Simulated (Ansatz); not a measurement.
One crystal and one scan (frozen-phonon scan) at two levels, r2SCAN (plane waves to 500 eV, PAW, scalar-relativistic; Ansatz, a program for electronic structure) and PBE (plane waves to 420 eV, PAW, scalar-relativistic; Ansatz), each from its own relaxed cell and on its own mesh. The cell shown is that of r2SCAN.

BAs (zinc blende)

```yaml
crystal:
  lattice:
    - [0.00000, 4.78390, 4.78390]
    - [2.39195, 0.00000, 2.39195]
    - [2.39195, 2.39195, 0.00000]
  atoms:
    - { symbol: As, position: [0.37500, 0.75000, 0.75000] }
    - { symbol: As, position: [0.87500, 0.75000, 0.75000] }
    - { symbol: B, position: [0.00000, 0.00000, 0.00000] }
    - { symbol: B, position: [0.50000, 0.00000, 0.00000] }
```

A phonon eigenvector at L = (0.5, 0.0, 0.0) is frozen into this cell: atom i moves by Q times the vector below, so Q is the largest atomic displacement, in Å. The cell is held. It is one choice among 2 degenerate patterns. (q is in reciprocal vectors of the primitive cell; the cell shown is doubled to hold the pattern.)

```csv
atom,x,y,z
As1,0.036,-0.066,0.102
As2,-0.036,0.066,-0.102
B3,0.285,-0.520,0.805
B4,-0.285,0.520,-0.805
```

BAs was relaxed with its symmetry unable to fall. Percentages come from the unrounded values.

Results of r2SCAN:

```
Item                                                                                                                                               Value
----------------------------------------------------------------------------------------  --------------------------------------------------------------
Lattice constant a (Å)                                                                                                                             4.784
Band gap of the relaxed cell, no spin-orbit coupling (eV)                                                                                           1.38
Harmonic wavenumber from the curvature (finite differences) (cm⁻¹ (negative: imaginary))                                                             669
Shape of the curve                                                                        a single well with its minimum at or next to zero displacement
```

Q: Estimate the PBE values.

A: 
```
quantity                                                                                    PBE     r2SCAN − PBE
----------------------------------------------------------------------------------------  -----  ---------------
Lattice constant a (Å)                                                                    4.809  -0.025 (-0.5 %)
Band gap of the relaxed cell, no spin-orbit coupling (eV)                                  1.21    +0.17 (+14 %)
Harmonic wavenumber from the curvature (finite differences) (cm⁻¹ (negative: imaginary))    650     +19 (+2.8 %)
```

r2SCAN gives the higher value for: band gap of the relaxed cell, no spin-orbit coupling; harmonic wavenumber from the curvature. r2SCAN gives the lower value for: lattice constant a. Both give the same shape of the curve: a single well with its minimum at or next to zero displacement. Neither level is exact: the differences show how much the result hangs on the functional.

(A displaced cell: forces are minus the slopes of the energy, force constants its curvatures, and phonons follow from these.)
